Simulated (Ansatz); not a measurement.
La:
Space group Fd-3m, origin choice 1 (No. 227); a = 6.6776 Å, b = 6.6776 Å, c = 6.6776 Å, α = 90.00°, β = 90.00°, γ = 90.00°

```csv
atom,site,symmetry,x,y,z
La,8b,-43m,0.5000,0.5000,0.5000
```
(The calculation used a cell of 2 atoms; values per cell refer to that cell.)

Relaxed with PBE.

**Question.** Which orbitals make up the states near the Fermi level in PBE in the plane-wave PAW code Ansatz?

**Answer.** Within 0.5 eV of the Fermi level: La 5d 64 %, La 4f 27 %, La 6s 6 %. Projections are on Löwdin-orthogonalised atomic valence shells; empty p or d shells of many metals are not among them.

**Question.** Tabulate the density of states.

**Answer.** States/eV per cell of 2 atoms, in 0.25 eV bins, energy from the Fermi level.

```tsv
E (eV)	total	La 5d	La 4f	La 6s
-7.85	0.00	0.00	0.00	0.00
-7.60	0.00	0.00	0.00	0.00
-7.35	0.00	0.00	0.00	0.00
-7.10	0.00	0.00	0.00	0.00
-6.85	0.00	0.00	0.00	0.00
-6.60	0.00	0.00	0.00	0.00
-6.35	0.00	0.00	0.00	0.00
-6.10	0.00	0.00	0.00	0.00
-5.85	0.00	0.00	0.00	0.00
-5.60	0.00	0.00	0.00	0.00
-5.35	0.00	0.00	0.00	0.00
-5.10	0.00	0.00	0.00	0.00
-4.85	0.00	0.00	0.00	0.00
-4.60	0.00	0.00	0.00	0.00
-4.35	0.00	0.00	0.00	0.00
-4.10	0.00	0.00	0.00	0.00
-3.85	0.00	0.00	0.00	0.00
-3.60	0.00	0.00	0.00	0.00
-3.35	0.00	0.00	0.00	0.00
-3.10	0.00	0.00	0.00	0.00
-2.85	0.00	0.00	0.00	0.00
-2.60	0.00	0.00	0.00	0.00
-2.35	0.02	0.00	0.00	0.02
-2.10	0.25	0.12	0.01	0.10
-1.85	3.95	3.55	0.14	0.18
-1.60	3.58	2.97	0.16	0.34
-1.35	4.81	3.68	0.28	0.65
-1.10	2.93	2.24	0.19	0.38
-0.85	1.36	1.22	0.09	0.02
-0.60	3.18	2.77	0.34	0.01
-0.35	2.31	1.87	0.39	0.00
-0.10	1.77	1.26	0.42	0.04
0.15	1.97	1.18	0.56	0.15
0.40	5.32	2.88	1.74	0.48
0.65	5.17	2.44	2.09	0.43
0.90	5.24	2.31	2.51	0.23
1.15	7.78	2.45	4.67	0.38
1.40	11.08	1.62	8.87	0.34
```

The start of the workflow was typed in or built on a structure type; neither database checked (COD, Materials Project) lists it. It is not the phase usual at ambient conditions (space group No. 194). Symmetry was held in the PBE relaxation; its stability against distortions is not shown here. The volume moved by -37 % from the start of the relaxation. Scalar-relativistic: spin–orbit coupling is off unless named, which matters more the heavier the elements.

Potentials: the later of the program's two PAW sets.
